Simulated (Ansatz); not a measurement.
All numbers below come from Ansatz, DFT PBE, scalar-relativistic, plane waves, PAW. Settings: cutoff 420 eV, Γ-centred meshes spaced at most about 0.3 Å⁻¹, and about 0.25 Å⁻¹ or finer for metals (2π included), Gaussian smearing. No spin polarisation in the final relaxations.

All energies are static (0 K, no zero-point motion).

Two forms of ZrTa2C2 were relaxed alike.

1.

```
CELL_PARAMETERS angstrom
3.20764 0.00000 0.00000
-1.60382 2.77790 0.00000
0.00000 0.00000 7.70046
ATOMIC_POSITIONS crystal
Zr 0.00000 0.00000 0.00000
Ta 0.33333 0.66667 0.33345
Ta 0.66667 0.33333 0.66655
C 0.33333 0.66667 0.81116
C 0.66667 0.33333 0.18884
```

2.

```
CELL_PARAMETERS angstrom
1.59882 0.92308 7.67243
-1.59882 0.92308 7.67243
0.00000 -1.84616 7.67243
ATOMIC_POSITIONS crystal
Zr 0.00000 0.00000 0.00000
Ta 0.78024 0.78024 0.78024
Ta 0.21976 0.21976 0.21976
C 0.60354 0.60354 0.60354
C 0.39646 0.39646 0.39646
```

Problem. Which would you expect to be lower, and how large is the difference?

Solution. Cell 2 is lower, by 98 meV/atom. Cell 1 has space group P-3m1 (No. 164), 13.7 Å³/atom and no gap on its mesh; cell 2 has space group R-3m (No. 166), 13.6 Å³/atom and no gap. In cell 1, around Zr lie 6 C at 2.35 Å, 6 Ta at 3.17 Å and 6 Zr at 3.21 Å; around Ta lie 3 C at 2.16 Å, 9 Ta at 3.16–3.21 Å and 3 Zr at 3.17 Å; C has 3 Ta at 2.16 Å and 3 Zr at 2.35 Å. In cell 2, around Zr lie 6 C at 2.35 Å, 6 Zr at 3.20 Å and 6 Ta at 3.20 Å; around Ta lie 3 C at 2.18 Å, 9 Ta at 3.06–3.20 Å and 3 Zr at 3.20 Å; around C lie 3 Ta at 2.18 Å and 3 Zr at 2.35 Å. Both come from invented guesses.

These runs have no spin–orbit coupling, which can matter for Ta. Cells relaxed within their symmetry can be saddle points. The R-3m cell of ZrTa2C2 came from shaking the P-3m1 one.
